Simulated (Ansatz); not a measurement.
HfO₂ (fluorite, Fm-3m), LDA in the plane-wave PAW code Ansatz. The conduction-band minimum lies at X, with 3 equivalent valleys. Second derivatives d²E/dk² of the lowest band at one valley (eV·Å²), along Cartesian directions:

```csv
direction,d²E/dk²
[100],6.985
[010],11.15
[001],11.15
[110],9.069
[101],9.069
[011],11.15
```

Question: Find the principal effective masses, the density-of-states mass and the conductivity mass.

Answer: Off-diagonal terms follow from H_xy = H[110] − (H_xx + H_yy)/2, and m*/mₑ = 7.620 eV·Å² over each eigenvalue: 0.68, 0.68, 1.1. One valley's DOS mass (m₁m₂m₃)^(1/3) = 0.80, conductivity mass 3/(Σ 1/mᵢ) = 0.78 mₑ.

Question: What effective density of states Nc follows at 300 K for parabolic valleys?

Answer: Nc = 2.509e19 × 3 × (0.80)^(3/2) ≈ 5.4e19 cm⁻³.

Question: With the computed static dielectric constant 34.8 (mean of the diagonal), estimate a hydrogenic donor's binding energy and radius.

Answer: E = 13.606 eV × 0.78/34.8² ≈ 8.8 meV; a = 0.529 Å × ε/m* ≈ 24 Å. Semilocal masses tend to be too small when the gap is underestimated.

This is a known high-temperature phase of the composition, computed here at zero pressure and temperature. Symmetry was held in the LDA relaxation. At this level the phase is dynamically unstable (imaginary phonons). The run is not spin-polarised. Scalar-relativistic: spin–orbit coupling is off unless named, which matters more the heavier the elements.

Potentials: the earlier of the program's two PAW sets. The files were generated under PBE; for other functionals the program regenerates the frozen cores, and for LDA and PBEsol the local potential too.
